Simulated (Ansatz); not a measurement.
# Stress against strain in HfOs

```
CELL_PARAMETERS angstrom
3.23900 0.00000 0.00000
0.00000 3.23900 0.00000
0.00000 0.00000 3.23900
ATOMIC_POSITIONS crystal
Hf 0.00000 0.00000 0.00000
Os 0.50000 0.50000 0.50000
```

Atom numbers follow the list: Hf1, Os2.

Conventional cell: a = 3.239 Å, b = 3.239 Å, c = 3.239 Å, α = 90.00°, β = 90.00°, γ = 90.00°. Hf (atom 1) is surrounded by 8 Os at 2.81 Å. Around Os (atom 2) lie 8 Hf at 2.81 Å.

The cell comes from COD entry 1523505, which wasn't checked; take it as a given geometry.

Spin–orbit coupling is left out, though it moves levels of the heavy atoms by tenths of an eV or more.

Theory: DFT, PBEsol, all-electron LAPW, scalar-relativistic (Ansatz 0.2.0).

Settings: a Γ-centred 10×10×10 k mesh, Fermi–Dirac smearing of 0.05 eV, basis error target 1 meV/atom, no spin polarisation.

The strain is applied along the Cartesian axes of the cell as listed (the other components stay zero). Fractional coordinates are held (clamped ions).

σ is the change of stress from the unstrained cell, which is at -3.53 GPa; tension is positive, so slopes are stress–strain coefficients at that pressure. In a metal the k mesh adds noise.

Only quantities that a quadratic follows smoothly over the whole series are listed; rougher ones are left out.

| εxx = εyy | σzz (GPa) | σxx (GPa) |
| --- | --- | --- |
| -0.0200 | -5.58 | -11.99 |
| -0.0100 | -2.64 | -5.67 |
| 0.0000 | 0.00 | 0.00 |
| 0.0200 | 4.45 | 9.80 |

Fit the series and read off the stiffness at zero strain.

Least-squares fits y = p0 + p1 x + p2 x² to the rows give σzz (GPa): p1 = 251, p2 = -1400; σxx (GPa): p1 = 544, p2 = -2800. So 2 C12 = 251 GPa and C11 + C12 = 544 GPa.

One run, at εxx = εyy = 0.0100, is withheld. Predict its row.

The fits give 2.37, 5.19; the run gave 2.37, 5.11.
